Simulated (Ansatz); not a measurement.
Li3LaAg2: relaxation (Ansatz)

The command:

```bash
ansatz run input.yaml --threads 2 --pin off --max-ram 3584MiB --backend cpu --events-out ev --progress --plain --runs-dir out
```

The input file (Ansatz 0.2.0, plane waves):

```yaml
crystal:
  lattice:
    - [4.390546, 0.0, 0.0]
    - [-2.195273, 3.802328, 0.0]
    - [0.0, 0.0, 7.044953]
  atoms:
    - { symbol: Li, position: [0.3333, 0.6667, 0.646] }
    - { symbol: Li, position: [0.6667, 0.3333, 0.354] }
    - { symbol: Li, position: [0.0, 0.0, 0.5] }
    - { symbol: La, position: [0.0, 0.0, 0.0] }
    - { symbol: Ag, position: [0.3333, 0.6667, 0.25575] }
    - { symbol: Ag, position: [0.6667, 0.3333, 0.74425] }
  symmetry: { tolerance: 0.0003 }
kpoints:
  mp_grid: { grid: [8, 8, 4], shift: [0, 0, 0] }
magnetization:
  spin_polarized: false
scf:
  occupations: { method: fermi_dirac }
  lower_state_search: "off"
hamiltonian:
  pseudopotentials: { kind: paw }
  xc: pbe
basis:
  ecutwfc: 420
  fft_grid_basis: typed
relax:
  max_steps: 80
  cell: { p_target: 0.0 }
  f_tol: 0.03
output:
  forces: true
  stress: true
  eigenvalues: true
  bader: true
  populations: true
  elf: true
  write_potential: true
  volumetric_format: npy
  dos:
    e_range: [-12, 8]
    de: 0.05
    projected: { site_lists: { Ag: [Ag], La: [La], Li: [Li] } }
  write_density: true
checkpoint:
  read: saved_state
```

Origin of the cell: a known structure type with other elements, at an estimated volume, so it need not be a known compound.

The smearing width isn't typed, so it takes its default of 0.1 eV.

The saved state is a converged single point of the same cell.

Steps («new basis» is an SCF on plane waves selected anew at the same cell):

```tsv
step	ΔF (meV/atom)	max force component (eV/Å)	P (GPa)	volume (Å³)	SCF iterations	step was
1	0.0	0.462	4.66	117.61	6	accepted
2	-27.5	0.244	-1.31	134.90	8	accepted
3	-36.1	0.038	-0.24	130.63	7	accepted
4	-36.5	0.001	-0.04	129.94	5	accepted
5	-36.5	0.002	-0.01	129.81	5	accepted
6	-36.7	0.002	-0.01	129.81	7	new basis
```

Before:

Space group P-3m1 (No. 164); the run's cell has a = 4.391 Å, b = 4.391 Å, c = 7.045 Å, α = 90.00°, β = 90.00°, γ = 120.00°. Shortest distances: Ag–Li 2.63 Å, Li–Li 2.74 Å, Ag–La 3.11 Å, La–Li 3.52 Å.

After:

Space group P-3m1 (No. 164); the run's cell has a = 4.584 Å, b = 4.584 Å, c = 7.134 Å, α = 90.00°, β = 90.00°, γ = 120.00°. Shortest distances: Ag–Li 2.70 Å, Li–Li 2.86 Å, Ag–La 3.28 Å, La–Li 3.57 Å.

```
CELL_PARAMETERS angstrom
4.58364 0.00000 0.00000
-2.29182 3.96955 0.00000
0.00000 0.00000 7.13431
ATOMIC_POSITIONS crystal
Li 0.33333 0.66667 0.65197
Li 0.66667 0.33333 0.34803
Li 0.00000 0.00000 0.50000
La 0.00000 0.00000 0.00000
Ag 0.33333 0.66667 0.27267
Ag 0.66667 0.33333 0.72733
```

```yaml
Free_energy_lowered_by: 36.7 meV/atom
Volume_change: 10.37 %
Final_pressure: -0.01 GPa
Relaxation_steps_listed: 6
```

Caveats: no spin-orbit coupling, though heavy elements are present; the relaxation held the start's symmetry, so the end may be a saddle point.

It ran for 28 s on 2 threads of Intel(R) Xeon(R) 6975P-C (Granite Rapids), with other jobs on the host, peak memory 0.56 GiB, from a saved density.
